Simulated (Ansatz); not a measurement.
CoSi:
```cif
data_Co4Si4
_chemical_formula_sum 'Co4 Si4'
_space_group_name_H-M_alt 'P 1'
_space_group_IT_number 1
_cell_length_a 4.38260
_cell_length_b 4.38260
_cell_length_c 4.38260
_cell_angle_alpha 90.000
_cell_angle_beta 90.000
_cell_angle_gamma 90.000
loop_
_space_group_symop_operation_xyz
  'x, y, z'
loop_
_atom_site_label
_atom_site_type_symbol
_atom_site_fract_x
_atom_site_fract_y
_atom_site_fract_z
_atom_site_occupancy
Co1 Co 0.85431 0.64569 0.35431 1
Co2 Co 0.64569 0.35431 0.85431 1
Co3 Co 0.35431 0.85431 0.64569 1
Co4 Co 0.14569 0.14569 0.14569 1
Si1 Si 0.15640 0.34360 0.65640 1
Si2 Si 0.34360 0.65640 0.15640 1
Si3 Si 0.65640 0.15640 0.34360 1
Si4 Si 0.84360 0.84360 0.84360 1
```

Relaxed with r²SCAN.

### Question
Tabulate the valence density and the electron localisation function along the shortest Co–Co contact (2.70 Å), r²SCAN (plane waves, PAW; program Ansatz).

### Answer


```csv
distance from Co (Å),density (e/Å³),ELF
0.27,28.35,0.66
0.40,13.67,0.50
0.54,5.61,0.37
0.67,2.23,0.26
0.81,0.97,0.19
0.94,0.51,0.15
1.08,0.36,0.17
1.21,0.30,0.24
1.35,0.29,0.29
1.48,0.30,0.24
1.62,0.36,0.17
1.75,0.51,0.15
1.89,0.96,0.18
2.02,2.22,0.26
2.16,5.60,0.36
2.29,13.64,0.50
2.43,28.36,0.66
```

The density is the valence pseudo-density with augmentation charge, so density and ELF within about 1 Å of a nucleus are not all-electron values.

Space group P2_13. The r²SCAN relaxation kept the symmetry of its start. No spin polarisation was allowed.

Potentials: the earlier of the program's two PAW sets. The files were generated under PBE; for other functionals the program regenerates the frozen cores, and for LDA and PBEsol the local potential too.
